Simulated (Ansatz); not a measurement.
Sn (space group I4/mmm)

```
CELL_PARAMETERS angstrom
     -3.99945     3.99945     2.31381
      3.99945    -3.99945     2.31381
      3.99945     3.99945    -2.31381
ATOMIC_POSITIONS crystal
  Sn 0.17843 0.17843 0.35686
  Sn 0.17843 0.82157 0.00000
  Sn 0.82157 0.17843 0.00000
  Sn 0.82157 0.82157 0.64314
```

E(V) scan at fixed shape, V₀ the volume above. The atoms relax within the cell's symmetry.

All values below come from PBEsol (plane waves to 420 eV, PAW, scalar-relativistic; Ansatz, an electronic-structure program). k mesh 12×12×12 (Γ-centred), Fermi-Dirac smearing 0.05 eV. The energy includes the smearing's −TS. Compression counts positive. With the shape held, the modulus is that of even scaling; a crystal free to change shape is softer. Sn was relaxed with its symmetry unable to fall. This is one of several known forms of Sn; the measured ambient cells at hand have space group No. 141 or 227. ΔE is measured from the relaxed starting cell. The last digit holds for this mesh only.

```json
[
 {"V (Å³/atom)": "33.310", "ΔE (meV/atom)": "54.2"},
 {"V (Å³/atom)": "34.235", "ΔE (meV/atom)": "28.9"},
 {"V (Å³/atom)": "35.160", "ΔE (meV/atom)": "12.2"},
 {"V (Å³/atom)": "36.085", "ΔE (meV/atom)": "withheld"},
 {"V (Å³/atom)": "37.011", "ΔE (meV/atom)": "0.0"},
 {"V (Å³/atom)": "37.936", "ΔE (meV/atom)": "2.7"},
 {"V (Å³/atom)": "38.861", "ΔE (meV/atom)": "10.1"},
 {"V (Å³/atom)": "39.786", "ΔE (meV/atom)": "21.7"},
 {"V (Å³/atom)": "40.712", "ΔE (meV/atom)": "36.8"}
]
```

Q: Fit a third-order Birch-Murnaghan form (E₀, V₀, B₀, B₀′ free) to the given rows and predict ΔE at V = 36.085.

A: Least squares on the 8 given rows: ΔE = E₀ + (9V₀B₀/16)·y²·[2 + (B₀′ − 4)y], y = (V₀/V)^(2/3) − 1, with V₀ = 37.007 Å³/atom, B₀ = 38.28 GPa (160.2 GPa = 1 eV/Å³; the term in eV is multiplied by 1000), B₀′ = 4.86, E₀ = 0.03 meV/atom; root-mean-square residual 0.02 meV/atom. At 36.085 the fit gives 2.9 meV/atom; the calculation gives 2.9 meV/atom, the same to the digits shown. For the pressure the fit gives 1.0 GPa against the computed 1.0 GPa.

(A scan under strain: stresses follow from slopes of the energy per volume, elastic moduli from its curvatures.)
